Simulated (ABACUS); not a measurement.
Consider a self-consistent single point of SiNi (Pnma, 8 atoms in the cell; from Materials Project mp-351, changed as shown).

```
CELL_PARAMETERS angstrom
      5.24437     0.00000     0.00000
      0.00000     3.38773     0.00000
      0.00000     0.00000     5.68118
ATOMIC_POSITIONS crystal
  Si 0.82109 0.75000 0.58232
  Si 0.17891 0.25000 0.41768
  Si 0.67891 0.25000 0.08232
  Si 0.32109 0.75000 0.91768
  Ni 0.50795 0.25000 0.68852
  Ni 0.49205 0.75000 0.31148
  Ni 0.99205 0.75000 0.18852
  Ni 0.00795 0.25000 0.81148
```

Computed with ABACUS 3.10.1 with PBE, numerical atomic orbitals DZP (confined pseudo-atomic orbitals with Gaussian additions; energy shift 0.01 Ry), PseudoDojo 0.5 standard norm-conserving PBE (tails mended) pseudopotentials.

ABACUS settings:

| key | value |
|---|---|
| basis | DZP numerical atomic orbitals, energy shift 0.01 Ry |
| KPT | Gamma 6 10 6 0 0 0 |
| basis_type | lcao |
| ecutwfc | 100 Ry |
| smearing_method | fd |
| smearing_sigma | 0.00734986 Ry |
| potentials | PseudoDojo 0.5 standard norm-conserving PBE (tails mended) |
| symmetry | 1 |
| symmetry_prec | 1e-05 |
| ks_solver | genelpa |
| scf_nmax | 100 |
| scf_thr | 1.0e-06 |
| mixing_type | broyden |

Results:

- Number of valence electrons = 88
- Number of bands = 54
- Number of k-points after the program's reduction = 96
- Size of the basis = 156
- Number of SCF iterations = 9
- Free energy E − TS = -18726.5614 eV
- Fermi level (on the code's own zero) = 14.18 eV
- Pressure = -3.43 GPa

Stress (GPa, positive for compression):
```
-3.52   0.00   0.00
 0.00  -3.81   0.00
 0.00   0.00  -2.98
```

For comparison: a first run was changed to give this one (lattice scaled by 1.02), and from it to this one the free energy goes down by 7.5 meV/atom and the pressure goes from 7.34 to -3.43 GPa.

The atom-centred basis is finite, which shifts total energies and pressures against plane waves. The run has no spin polarisation, so moments on Ni cannot form. The structure comes from a collection of computed structures, made at another level of theory; the collection holds predicted forms beside known ones.

Cost on one core: about 30 core-seconds (a rough figure).

The atomic orbitals were generated for these runs; they are not ABACUS's published sets and were checked against plane waves on a few crystals only.

“Tails mended”: in these copies of the files the far tail of each local potential was reset to the Coulomb form.
